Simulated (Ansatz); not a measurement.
Relaxed-ion elastic tensor of Si in space group Ia-3 (No. 206; Si on 16c) in GPa (Voigt order), r²SCAN in the plane-wave PAW code Ansatz; density 2.54 g/cm³, 18.36 Å³ per atom.

```
 191  41.3  41.3   0.0   0.0   0.0
41.3   191  41.3   0.0   0.0   0.0
41.3  41.3   191   0.0   0.0   0.0
 0.0   0.0   0.0  72.9   0.0   0.0
 0.0   0.0   0.0   0.0  72.9   0.0
 0.0   0.0   0.0   0.0   0.0  72.9
```

Question: Is the crystal mechanically stable?

Answer: Yes: the smallest eigenvalue of C is 72.9 GPa.

Question: Work out the Voigt, Reuss and Hill averages.

Answer: K_V = 91.2, K_R = 91.2, K_H = 91.2; G_V = 73.7, G_R = 73.7, G_H = 73.7 GPa.

Question: Give Young's modulus, Poisson's ratio, Pugh's ratio and the universal anisotropy index.

Answer: E = 9KG/(3K + G) = 174 GPa; ν = 0.18; K/G = 1.24 (brittle by the Pugh limit of 1.75); A_U = 5G_V/G_R + K_V/K_R − 6 = 0.00.

Question: Estimate the sound speeds and the Debye temperature.

Answer: v_l = √((K + 4G/3)/ρ) = 8640 m/s, v_t = √(G/ρ) = 5390 m/s, mean 5930 m/s; Θ = (h/k)(3n/4πV)^(1/3) v_m = 670 K.

Question: Give the Zener ratio and Young's modulus along [100], [110] and [111].

Answer: A = 2C44/(C11 − C12) = 0.97; 1/E = S11 − 2(S11 − S12 − S44/2)Γ with Γ = 0, 1/4, 1/3 gives 176, 174, 173 GPa.

Question: Solve the Christoffel equation for the three sound speeds along [100], [110], [111].

Answer: Eigenvalues of C_ijkl n_j n_l equal ρv². In km/s, slowest first: [100] 5.36, 5.36, 8.67; [110] 5.36, 5.43, 8.63; [111] 5.41, 5.41, 8.61.

The workflow started from an entry of the Crystallography Open Database (COD), which files this formula under 3 space groups. It is not the phase usual at ambient conditions (space group No. 227). The cell was relaxed with r²SCAN under the symmetry of its start; whether a distortion lowers the energy is not shown. As this level gives no gap, shear constants depend on the k-mesh and smearing (Fermi–Dirac, 0.1 eV here).

Potentials: the later of the program's two PAW sets.
